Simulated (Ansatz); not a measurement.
Method: DFT PBE, scalar-relativistic, plane waves, PAW (Ansatz 0.2.0). Cutoff 420 eV, Γ-centred meshes of about 0.25 Å⁻¹ or finer for metals and 0.3 Å⁻¹ for insulators (2π included), Gaussian smearing. No spin polarisation. Each cell is relaxed within its symmetry, first on a coarse mesh.

The elements of ScTl3SbBr3 can be put on the sites of a database cell of Li3CuOF3 (P4/mmm (No. 123)) in more than one way. Two unrelaxed cells with guessed sizes:

First order: Br on the Li sites, Sc on the Cu sites, Sb on the O sites and Tl on the F sites.

```
CELL_PARAMETERS angstrom
3.97277 0.00000 0.00000
0.00000 3.97277 0.00000
0.00000 0.00000 12.73739
ATOMIC_POSITIONS crystal
Sc 0.00000 0.00000 0.00000
Tl 0.00000 0.00000 0.27111
Tl 0.50000 0.50000 0.50000
Tl 0.00000 0.00000 0.72889
Sb 0.50000 0.50000 0.00000
Br 0.50000 0.50000 0.26817
Br 0.00000 0.00000 0.50000
Br 0.50000 0.50000 0.73183
```

Second order: Tl on the Li sites, Sc on the Cu sites, Sb on the O sites and Br on the F sites.

```
CELL_PARAMETERS angstrom
3.97277 0.00000 0.00000
0.00000 3.97277 0.00000
0.00000 0.00000 12.73739
ATOMIC_POSITIONS crystal
Sc 0.00000 0.00000 0.00000
Tl 0.50000 0.50000 0.26817
Tl 0.00000 0.00000 0.50000
Tl 0.50000 0.50000 0.73183
Sb 0.50000 0.50000 0.00000
Br 0.00000 0.00000 0.27111
Br 0.50000 0.50000 0.50000
Br 0.00000 0.00000 0.72889
```

**Question.** Which choice of sites is favoured after relaxing, and by what margin per atom?

**Answer.** The second ends lower, by 176 meV/atom. Both keep their space group. The first ends at 35.5 Å³/atom with a = 4.207 Å, c = 16.063 Å, no gap on its mesh. Around Sc lie 4 Sb at 2.98 Å and 2 Tl at 3.28 Å; Tl on a site of symmetry 4mm has 4 Br at 3.21 Å and 1 Sc at 3.28 Å; Sb is surrounded by 4 Sc at 2.98 Å; Br on a site of symmetry 4mm has 4 Tl at 3.21 Å and 1 Tl at 3.54 Å; 2 more sites not described. The second ends at 37.3 Å³/atom with a = 4.514 Å, c = 14.636 Å, a gap of 0.17 eV on its mesh. Sc has 2 Br at 2.70 Å and 4 Sb at 3.19 Å; Tl on a site of symmetry 4mm has 1 Sb at 3.15 Å and 4 Br at 3.22 Å; Sb has 2 Tl at 3.15 Å and 4 Sc at 3.19 Å; Br on a site of symmetry 4mm has 1 Sc at 2.70 Å and 4 Tl at 3.22 Å; 2 more sites not described.

No dispersion correction is applied, so the spacing and binding between layers, chains or molecules are poorly described (P4/mmm at 37.3 Å³/atom), and this can change margins and order among such cells. These runs have no spin–orbit coupling, which can matter for Sb and Tl. Kohn–Sham gaps at this level usually fall short of measured ones. The missing spin–orbit coupling can work the other way here. Trial moments fell under 0.15 μB along the way in P4/mmm; another start might hold them. Small gaps are read on the mesh alone, and bands can cross between its points. Both are trial structures, held by their symmetry.
